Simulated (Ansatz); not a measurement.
# ⁶⁵Cu nuclear quadrupole resonance in YCu6ClO8

Cell: a computed structure from the Materials Project (it need not be an observed phase), taken as it stands.

Space group Fm-3m (No. 225); a = 9.2926 Å.

| site | Wyckoff | site symmetry | x | y | z |
| --- | --- | --- | --- | --- | --- |
| Y | 4a | m-3m | 0.0000 | 0.0000 | 0.0000 |
| Cu | 24d | m.mm | 0.2500 | 0.2500 | 0.0000 |
| Cl | 4b | m-3m | 0.5000 | 0.5000 | 0.5000 |
| O | 32f | .3m | 0.6445 | 0.6445 | 0.8555 |

One atom of each set is listed; the run and its k-mesh use a cell of 16 atoms with edges of 6.57, 6.57, 6.57 Å.

Method: Kohn–Sham DFT in Ansatz, PBE, plane waves and PAW, scalar-relativistic, 420 eV cutoff, Γ-centred 6×6×6 k-points, Fermi–Dirac smearing 0.05 eV.

⁶⁵Cu: I = 3/2, Q = -204.0 mb (year-2017 value). Static lattice, zero field.

Problem. Predict the zero-field ⁶⁵Cu lines of each site.

Solution. For I = 3/2 there is one line, ν = (|C_Q|/2)(1 + η²/3)^½.

```
site  atoms  V_zz (10²¹ V/m²)  C_Q (MHz)     η  line frequencies (MHz)
  Cu      6             -5.11       25.2  0.11                    12.6
```

Problem. And for 63Cu (I = 3/2, Q = -220.0 mb) on Cu?

Solution. C_Q scales with Q to 27.2 MHz, with lines at 13.6 MHz.

With no gap above 0.1 eV, as in a metal, the gradients converge slowly in k; expect changes of a tenth or more on a denser mesh. Semilocal functionals can leave a metal where correlation in the d or f shell opens a gap in the real compound, and that would change the values at and beside Cu.

Hardware: 1 thread of Arm Neoverse V1 (aarch64; 8 cores open to the job, memory cap 2.5 GiB, no GPU), a shared host with a load of 0.3 a core. Wall time 38 s, CPU time 38 s, peak memory 0.69 GiB.
